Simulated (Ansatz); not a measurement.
The cell is the one relaxed in the Materials Project (mp-21215), not relaxed further here; entries there can be hypothetical.

Input and log of a run on InPd: DFT, LDA, all-electron LAPW, scalar-relativistic (Ansatz 0.2.0).

Command: `ansatz run input.yaml --threads 1 --pin off --max-ram 2048MiB --backend cpu --events-out ev --progress --plain --runs-dir out` The run took 57 s on 1 thread of Intel(R) Xeon(R) Platinum 8259CL CPU @ 2.50GHz (Skylake/Cascade Lake), on a shared host, peak memory 0.52 GiB.

```yaml
crystal:
  lattice:
    - [3.27188478, 0.0, 0.0]
    - [0.0, 3.27188478, 0.0]
    - [0.0, 0.0, 3.27188478]
  atoms:
    - { symbol: In, position: [0.0, 0.0, 0.0] }
    - { symbol: Pd, position: [0.5, 0.5, 0.5] }
kpoints:
  mp_grid: { grid: [13, 13, 13] }
  band_path:
    path:
      - [0.0, 0.0, 0.0]
      - [0.0, 0.5, 0.0]
      - [0.5, 0.5, 0.0]
      - [0.0, 0.0, 0.0]
      - [0.5, 0.5, 0.5]
      - [0.0, 0.5, 0.0]
      - [0.5, 0.5, 0.5]
      - [0.5, 0.5, 0.0]
    npoints: 14
scf:
  occupations: { method: fermi_dirac, width: 0.03 }
hamiltonian:
  xc: lda
  pseudopotentials: { kind: all_electron, lapw: { basis_error: 0.001 } }
output:
  forces: true
  stress: true
  eigenvalues: true
  fatbands: true
  populations: true
  dos: { projected: true, de: 0.2, e_range: [-14, 8] }
```

Output:

```
In: projections on atomic orbitals take those of the free atom 1s2 2s2 2p6 3s2 3p6 3d10 4s2 4p6 4d10 5s2 5p1, of charge +0.00 (hamiltonian.pseudopotentials.projection_atoms)
Pd: projections on atomic orbitals take those of the free atom 1s2 2s2 2p6 3s2 3p6 3d10 4s2 4p6 4d10, of charge +0.00 (hamiltonian.pseudopotentials.projection_atoms)
LAPW: plane waves up to 8.108 Å⁻¹, error target 1.0e-3 eV per atom; small_component_spin mean_spin; Pd in spheres of 1.414 Å, 28 of its electrons in bands, Dirac shells []; In in spheres of 1.419 Å, 21 of its electrons in bands, Dirac shells []
Engine: ansatz 0.2.0
Pseudopotentials: kind: all_electron
Pseudopotential: In, LAPW, valence charge 21, Koelling and Harmon's equation, gaussian nucleus
Pseudopotential: Pd, LAPW, valence charge 28, Koelling and Harmon's equation, gaussian nucleus
Functional definition: SPW92
  exchange = slater_x
  correlation = pw_c
Crystal: 2 atoms, lattice volume = 35.026 Å³
Basis set: ecut = 250.48135962866968 eV, 305 PW (Γ), exchange–correlation at level 2
Bands: 30, of which v1, the nominal top of the filled ones, is band 25 counted from 1 (24 counted from 0)
Symmetry: 48 space group operations
Space group: Pm-3m (ITA 221), of the structure as read, at distance tolerance 3.3e-5 Å
k-points: 84 of 2197
Non-local potential: In, projectors of the file, none
Non-local potential: Pd, projectors of the file, none
Initial density: superposition of atomic densities (chi_scale 0.1, normalization cell, long waves kept (reshape's long-wave potential 0.00 eV rms))
Initial wavefunctions: plane waves of lowest kinetic energy (no species holds an atomic orbital)
Functional: x = slater, c = lda
iter 1 solved again at ethr=2.62e-3 eV; its pass at ethr=1.00e-1 eV (dr2=1.29e0 eV) is discarded
SCF iter   1: F=—  HF=-297086.676593 eV  |F-HF|=—  |Δ(HF+E_count)|=         —  Δρ=5.29e-2  dr2=1.29e0  ethr=2.62e-3  ⟨swp⟩=2.0  Hψ=15896  notcnv=0
preconditioner: auto → Kerker (q_TF=auto, 2.885 Å⁻¹)  [metal: Δε(μ)=0.062 eV  Ē_g=14.981 eV  σ=0.030 eV  W_gap=0.47  n_scr=18 (ndim 8)  ℏωp=30.1 eV  f_vac=0.000  D(μ)=1.18/eV (n_scr^D=6)]
SCF iter   2: F=—  HF=-297086.342594 eV  |F-HF|=—  |Δ(HF+E_count)|=   3.34e-1  Δρ=2.81e-2  dr2=4.75e-1  ethr=2.62e-3  ⟨swp⟩=2.9  Hψ=7348  notcnv=0  defer=1
iter 3 solved again at ethr=5.18e-5 eV; its pass at ethr=9.68e-4 eV (dr2=2.54e-2 eV) is discarded
SCF iter   3: F=—  HF=-297085.069899 eV  |F-HF|=—  |Δ(HF+E_count)|=    1.27e0  Δρ=9.11e-3  dr2=2.54e-2  ethr=5.18e-5  ⟨swp⟩=2.0  Hψ=12592  notcnv=0
SCF iter   4: F=—  HF=-297085.054224 eV  |F-HF|=—  |Δ(HF+E_count)|=   1.57e-2  Δρ=5.01e-3  dr2=9.49e-3  ethr=5.18e-5  ⟨swp⟩=2.0  Hψ=7355  notcnv=0
SCF iter   5: F=—  HF=-297085.053055 eV  |F-HF|=—  |Δ(HF+E_count)|=   1.17e-3  Δρ=2.42e-3  dr2=2.53e-3  ethr=1.94e-5  ⟨swp⟩=2.0  Hψ=7095  notcnv=0
SCF iter   6: F=—  HF=-297085.053354 eV  |F-HF|=—  |Δ(HF+E_count)|=   2.99e-4  Δρ=4.21e-4  dr2=4.92e-5  ethr=5.17e-6  ⟨swp⟩=2.0  Hψ=7107  notcnv=0
SCF iter   7: F=—  HF=-297085.053253 eV  |F-HF|=—  |Δ(HF+E_count)|=   1.01e-4  Δρ=2.76e-4  dr2=1.19e-5  ethr=1.00e-7  ⟨swp⟩=2.0  Hψ=7107  notcnv=0
SCF iter   8: F=—  HF=-297085.053242 eV  |F-HF|=—  |Δ(HF+E_count)|=   1.10e-5  Δρ=5.91e-5  dr2=1.02e-6  ethr=2.43e-8  ⟨swp⟩=2.0  Hψ=7107  notcnv=0
SCF iter   9: F=—  HF=-297085.053242 eV  |F-HF|=—  |Δ(HF+E_count)|=   2.03e-7  Δρ=2.56e-5  dr2=4.50e-7  ethr=2.08e-9  ⟨swp⟩=2.0  Hψ=7107  notcnv=0
SCF iter  10: F=-297085.053242 eV  HF=-297085.053242 eV  |F-HF|=6.58e-9  |Δ(HF+E_count)|=   2.50e-7  Δρ=4.47e-6  dr2=1.43e-8  ethr=9.17e-10  ⟨swp⟩=2.0  Hψ=7107  notcnv=0
SCF 1 converged in 10 iterations: F = -297085.053242 eV  dr2 = 1.43e-8
NSCF: frozen V_eff on 99 k-points
SCF converged after 10 iterations
Free energy (F): -297085.053242 eV
Harris-Foulkes:  -297085.053242 eV  (|F-HF|=6.58e-9)
Internal energy: -297085.049884 eV  (E = F + TS)
E sigma→0 (E₀):  -297085.051563 eV
Entropy (-TS):   -0.003358 eV (-1.679 meV/atom)
Fermi energy:    19.592338 eV
--- Per-component energies (eV) ---
  E_band       = -3625.666118
  E_kinetic    = 310913.597454
  E_xc         = -8005.337676
  E_electrostatic = -599993.309661  (all electrons and nuclei)
  E_smearing   = -0.003358  (= −TS)
  E_closure    = 0.000000  (closes the sum)
  E_atoms      = -297075.733373  (free atoms, spherical and without spin; not in F)
  Σ components = -297085.053242   (vs F -297085.053242, Δ=0.00e0)
  Basis errors (estimates in eV, not in F): energy 2.8e-4 per atom: plane waves 2.4e-4 (1.2e-4 summed), levels above the bands 5.9e-92, relativity 3.6e-9, radial functions 4.2e-5, core shells 8.9e-8; eigenvalues (radial functions only) 2.9e-6; not estimated: angular momenta, meshes, grids; target (lapw.basis_error) 1.0e-3; muffin-tin radii Pd 1.414 Å, In 1.419 Å
--- Forces (eV/Å), atoms counted from 1 ---
  atom   1  In     0.00000000    -0.00000000     0.00000000
  atom   2  Pd    -0.00000000    -0.00000000     0.00000000
  max |Σ_I F_I| component: 2.10e-30 eV/Å
--- Stress (GPa, compression-positive) ---
       -6.872319      -0.000000       0.000000
       -0.000000      -6.872319       0.000000
        0.000000       0.000000      -6.872319
  P = ⅓ Tr σ = -6.8723 GPa (-68.723 kbar)
--- Band table (eV; the first three rows and the last of 84) ---
  k-point 0: bands = ["-305.3827", "-305.3827", "-305.3827", "-305.3663", "-305.3663", "-95.5896", "-64.7962", "-54.1840", "-54.1840", "-54.1840", "-30.6091", "-30.6091", "-30.6091", "4.6974", "4.6974", "5.1103", "5.1103", "5.1103", "9.4202", "15.7393", "15.7393", "17.2737", "17.2737", "17.2737", "23.6832", "23.6832", "23.6832", "28.7476", "30.2527", "30.2527"]
  k-point 1: bands = ["-305.3827", "-305.3827", "-305.3827", "-305.3663", "-305.3663", "-95.5896", "-64.7962", "-54.1843", "-54.1839", "-54.1839", "-30.6110", "-30.6090", "-30.6090", "4.7008", "4.7179", "5.1040", "5.1040", "5.1122", "9.5144", "15.7398", "15.7558", "17.2010", "17.2010", "17.2692", "23.0148", "23.8734", "23.8734", "29.0782", "30.2175", "30.7436"]
  k-point 2: bands = ["-305.3827", "-305.3827", "-305.3827", "-305.3663", "-305.3663", "-95.5896", "-64.7959", "-54.1851", "-54.1839", "-54.1839", "-30.6162", "-30.6087", "-30.6087", "4.7102", "4.7747", "5.0869", "5.0869", "5.1175", "9.7963", "15.7414", "15.7810", "17.0134", "17.0134", "17.2569", "21.6528", "24.4134", "24.4134", "29.3297", "30.1160", "32.3414"]
  k-point 83: bands = ["-305.3827", "-305.3827", "-305.3827", "-305.3663", "-305.3663", "-95.5890", "-64.7918", "-54.1885", "-54.1885", "-54.1885", "-30.6353", "-30.6353", "-30.6353", "4.8341", "4.8385", "4.8385", "5.3197", "5.3197", "14.5786", "14.7091", "14.7091", "17.8479", "17.8479", "19.3839", "22.2041", "23.0258", "23.0258", "24.4023", "24.4023", "24.5793"]
--- Löwdin populations: 2 sites ---
  site symbol       q [e]
     0     In     49.5316
     1     Pd     45.3908
  spilling = 0.000817 (of n_electrons = 95.000000)
```

Spin polarisation is left out, and whether a magnetic state lies lower isn't shown here.
